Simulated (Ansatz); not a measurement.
The end point of a relaxation of AlAs. Calculation: PBEsol (plane waves to 420 eV, PAW, scalar-relativistic; Ansatz, an electronic-structure program).

```xyz
12
Lattice="4.0096 0.0000 0.0000 -2.0048 3.4724 0.0000 0.0000 0.0000 19.6787" Properties=species:S:1:pos:R:3 pbc="T T T"
Al     0.0000     0.0000     9.8348
Al     0.0000     0.0000    19.6742
Al     2.0048     1.1575     6.5528
Al     0.0000     2.3149    16.3921
Al     2.0048     1.1575    13.1166
Al     0.0000     2.3149     3.2773
As     0.0000     0.0000     7.3702
As     0.0000     0.0000    17.2095
As     2.0048     1.1575     4.0964
As     0.0000     2.3149    13.9357
As     2.0048     1.1575    10.6603
As     0.0000     2.3149     0.8210
```

### Question
Find the space group and the Wyckoff positions (tolerance 0.01 Å).

### Answer
Space group P6₃mc (No. 186); a = b = 4.0096 Å, c = 19.6787 Å, α = β = 90.00°, γ = 120.00°

| atom | site | symmetry | x | y | z |
|---|---|---|---|---|---|
| Al | 2a | 3m. | 0.0000 | 0.0000 | 0.4998 |
| Al | 2b | 3m. | 0.6667 | 0.3333 | 0.3330 |
| Al | 2b | 3m. | 0.3333 | 0.6667 | 0.1665 |
| As | 2a | 3m. | 0.0000 | 0.0000 | 0.3745 |
| As | 2b | 3m. | 0.6667 | 0.3333 | 0.2082 |
| As | 2b | 3m. | 0.3333 | 0.6667 | 0.0417 |

This is the AFLOW prototype AB_hP12_186_a2b_a2b (B6, as in SiC).

### Question
Give the shortest distances between elements (the closest pairs, up to four, under 3.6 Å).

### Answer
Al–As 2.46 Å.

- Volume per atom: 22.83 Å³
- Density: 3.71 g/cm³
- Band gap: 1.56 eV, indirect (valence top at Γ, conduction bottom at L) (no spin-orbit coupling)
- Smallest direct gap: 1.91 eV at Γ

No spin polarisation in the result.

The run could not lose the symmetry of its start.

The first start was generated by placing the elements on the sites of a structure type. Materials Project lists a structure of AlAs in the same space group, P6₃mc (No. 186); the sites were not compared with it, nor with measured phases. Known forms of AlAs include space group No. 216.
